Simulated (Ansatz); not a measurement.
**Several inputs for SiC with an Si vacancy**

Cell: a supercell of SiC (zinc blende type, F-43m) built from a structure deposited in the COD, with all atoms left at the host's positions.

```
Si C
1.0
     0.00000    6.53700    6.53700
     6.53700    0.00000    6.53700
     6.53700    6.53700    0.00000
Si C
26 27
Direct
  0.00000 0.00000 0.33333
  0.00000 0.00000 0.66667
  0.00000 0.33333 0.00000
  0.00000 0.33333 0.33333
  0.00000 0.33333 0.66667
  0.00000 0.66667 0.00000
  0.00000 0.66667 0.33333
  0.00000 0.66667 0.66667
  0.33333 0.00000 0.00000
  0.33333 0.00000 0.33333
  0.33333 0.00000 0.66667
  0.33333 0.33333 0.00000
  0.33333 0.33333 0.33333
  0.33333 0.33333 0.66667
  0.33333 0.66667 0.00000
  0.33333 0.66667 0.33333
  0.33333 0.66667 0.66667
  0.66667 0.00000 0.00000
  0.66667 0.00000 0.33333
  0.66667 0.00000 0.66667
  0.66667 0.33333 0.00000
  0.66667 0.33333 0.33333
  0.66667 0.33333 0.66667
  0.66667 0.66667 0.00000
  0.66667 0.66667 0.33333
  0.66667 0.66667 0.66667
  0.08333 0.08333 0.08333
  0.08333 0.08333 0.41667
  0.08333 0.08333 0.75000
  0.08333 0.41667 0.08333
  0.08333 0.41667 0.41667
  0.08333 0.41667 0.75000
  0.08333 0.75000 0.08333
  0.08333 0.75000 0.41667
  0.08333 0.75000 0.75000
  0.41667 0.08333 0.08333
  0.41667 0.08333 0.41667
  0.41667 0.08333 0.75000
  0.41667 0.41667 0.08333
  0.41667 0.41667 0.41667
  0.41667 0.41667 0.75000
  0.41667 0.75000 0.08333
  0.41667 0.75000 0.41667
  0.41667 0.75000 0.75000
  0.75000 0.08333 0.08333
  0.75000 0.08333 0.41667
  0.75000 0.08333 0.75000
  0.75000 0.41667 0.08333
  0.75000 0.41667 0.41667
  0.75000 0.41667 0.75000
  0.75000 0.75000 0.08333
  0.75000 0.75000 0.41667
  0.75000 0.75000 0.75000
```

Sites (sets of like atoms) are named by element and the number of their first atom in this list.

Reference run. Computed with Ansatz: DFT, PBE, plane waves and PAW, scalar-relativistic, collinear spin, 420 eV cutoff, Γ-centred 3×3×3 k-points, Fermi–Dirac smearing 0.01 eV, cell charge -1. Start moments as typed (μB): 0 0 0 0 0 0 0 0 0 0 0 0 0 0 0 0 0 0 0 0 0 0 0 0 0 0 0.5 0 0.5 0 0 0 0.5 0 0 0 0 0 0 0 0 0 0 0 0.5 0 0 0 0 0 0 0 0 by atom.

It gives V_zz (10²¹ V/m²) C27 2.81 (η 0.00), Si1 -0.85 (η 0.12), among others. Each of these runs changes the input as listed (caps on SCF iterations aside):

A. scf.mixing.algorithm: not typed → msr1; scf.mixing.beta: not typed → 0.7; kpoints.mp_grid.grid: [3, 3, 3] → [4, 4, 4]
B. basis.ecutrho_ratio: not typed → 4; scf.convergence.dr2_threshold: not typed → 1e-09; scf.n_extra_bands: not typed → 32

Task: How does each run end, and how far do the gradients move?

Result: 

```json
{"run": "A", "C27 V_zz (η)": "2.75 (0.00)", "Si1 V_zz (η)": "-0.85 (0.11)", "largest change of a gradient tensor, all atoms": "0.07", "note": "converged; absolute moment 1.1 → 1.6 μB"}
{"run": "B", "C27 V_zz (η)": "2.81 (0.00)", "Si1 V_zz (η)": "-0.85 (0.12)", "largest change of a gradient tensor, all atoms": "0.00", "note": "converged"}
```

Run A moves them most, on C27 (V_zz from 2.81 to 2.75); against its own size the tensor moves most on Si1 among sites above 0.3 (by 0.02, V_zz from -0.85 to -0.85).

On the reference run: The defect repeats with the cell of 53 atoms, so it feels its images: sites between two images don't show the values beside a lone defect, and zeros or small values of η there can come from the images' arrangement. A uniform background compensates the cell's charge. The defect cell has no gap above 0.1 eV on its mesh, so the values can hang on the smearing and the k-mesh. The neighbours have not yet relaxed around the defect (largest force 1.7 eV/Å), so a real crystal will differ.
